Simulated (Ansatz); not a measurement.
SiS₂ (fluorite, space group No. 225) under volume change, the program Ansatz at the PBE level (PAW), scaled uniformly.

```json
[
 {"V (Å³/atom)": "15.824", "E − E(relaxed) (meV/atom)": "…", "P (GPa)": "…"},
 {"V (Å³/atom)": "16.345", "E − E(relaxed) (meV/atom)": "15.4", "P (GPa)": "5.01"},
 {"V (Å³/atom)": "16.867", "E − E(relaxed) (meV/atom)": "3.6", "P (GPa)": "2.29"},
 {"V (Å³/atom)": "17.389", "E − E(relaxed) (meV/atom)": "0.0", "P (GPa)": "-0.01"},
 {"V (Å³/atom)": "17.910", "E − E(relaxed) (meV/atom)": "3.3", "P (GPa)": "-2.00"},
 {"V (Å³/atom)": "18.432", "E − E(relaxed) (meV/atom)": "12.7", "P (GPa)": "-3.71"},
 {"V (Å³/atom)": "18.954", "E − E(relaxed) (meV/atom)": "…", "P (GPa)": "…"}
]
```

Complete the blanks.


- 15.824, E − E(relaxed) (meV/atom): 36.8
- 15.824, P (GPa): 8.21
- 18.954, E − E(relaxed) (meV/atom): 27.2
- 18.954, P (GPa): -5.16

What does a third-order Birch–Murnaghan fit give for V₀, B₀ and B′?

V₀ = 17.38 Å³/atom, B₀ = 71.5 GPa, B′ = 4.2.

Space group Fm-3m (fluorite). A made-up cell: these elements were put on the sites of a structure type; neither database checked (COD, Materials Project) lists it. COD files the formula under space group No. 72, 122, so this cell is another polymorph or a model. Its standing as an ambient phase is unchecked. The cell was relaxed with PBE under the symmetry of its start; whether a distortion lowers the energy is not shown.

Potentials: the later of the program's two PAW sets.
